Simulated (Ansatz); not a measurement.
Input and command of a plane-wave DFT calculation in Ansatz:

```yaml
crystal:
  lattice:
    - [3.3027137374, 0.6248377341, 0.6248377341]
    - [0.6248377341, 3.3027137374, 0.6248377341]
    - [0.6248377341, 0.6248377341, 3.3027137374]
  atoms:
    - { symbol: In, position: [0.5, 0.5, 0.5] }
    - { symbol: Rh, position: [0.0, 0.0, 0.0] }
basis:
  ecutwfc: 500
kpoints:
  mp_grid: { grid: [16, 16, 16] }
hamiltonian:
  xc: r2scan
scf:
  occupations: { method: gaussian, width: 0.15 }
output:
  forces: true
  stress: true
  eigenvalues: true
  write_density: true
  write_potential: true
  elf: true
  volumetric_format: npy
```

```bash
ansatz run input.yaml --threads 1 --pin off --max-ram 2560MiB --backend cpu --events-out ev --progress --plain --runs-dir out
```

Processor: Arm Neoverse V1, 1 thread, on a host shared with other jobs.

Estimate time, memory and problem size.

About 42 s on 1 thread of Arm Neoverse V1, with other jobs on the host, peak memory 0.57 GiB. It solves 19 bands at 417 k points (the mesh reduced by symmetry) with about 819 plane waves, in 8 SCF iterations.
